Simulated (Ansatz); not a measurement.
SiRu:
```
SiRu
1.0
    4.68368     0.00000     0.00000
    0.00000     4.68368     0.00000
    0.00000     0.00000     4.68368
Si Ru
4 4
Cartesian
  0.76104   1.58080   3.10288
  1.58080   3.10288   0.76104
  3.10288   0.76104   1.58080
  3.92264   3.92264   3.92264
  4.08106   2.94447   1.73922
  2.94447   1.73922   4.08106
  1.73922   4.08106   2.94447
  0.60262   0.60262   0.60262
```

Relaxed with HSE06.

### Question
Give the Bader charges and basin volumes of the independent atoms, plane-wave PAW HSE06 (Ansatz code).

### Answer


```csv
atom,Bader charge (e),Bader volume (Å³)
Si1,+0.92,9.8
Ru5,-0.92,15.9
```

Space group P2_13. The cell was relaxed with HSE06 under the symmetry of its start. No spin polarisation was allowed.

Potentials: the later of the program's two PAW sets.
